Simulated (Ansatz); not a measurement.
Input and command of a plane-wave DFT calculation in Ansatz:

```yaml
crystal:
  lattice:
    - [3.3977559536, 0.0, 0.0]
    - [0.0, 3.3977559536, 0.0]
    - [0.0, 0.0, 3.3977559536]
  atoms:
    - { symbol: Si, position: [0.0, 0.0, 0.0] }
    - { symbol: Ni, position: [0.0, 0.5, 0.5] }
    - { symbol: Ni, position: [0.5, 0.0, 0.5] }
    - { symbol: Ni, position: [0.5, 0.5, 0.0] }
basis:
  ecutwfc: 420
kpoints:
  mp_grid: { grid: [12, 12, 12] }
hamiltonian:
  xc: pbe
scf:
  occupations: { method: gaussian, width: 0.1 }
output:
  forces: true
  stress: true
  eigenvalues: true
```

```bash
ansatz run input.yaml --threads 1 --pin off --max-ram 2560MiB --backend cpu --events-out ev --progress --plain --runs-dir out
```

Processor: Intel(R) Xeon(R) 6975P-C (Granite Rapids), 1 thread, on a host shared with other jobs.

Question: Estimate time, memory and problem size.

Answer: About 2.7 s on 1 thread of Intel(R) Xeon(R) 6975P-C (Granite Rapids), with other jobs on the host, peak memory 0.43 GiB. It solves 35 bands at 84 k points (the mesh reduced by the symmetry that the task leaves, which can be less than the crystal's) with about 751 plane waves, in 7 SCF iterations.
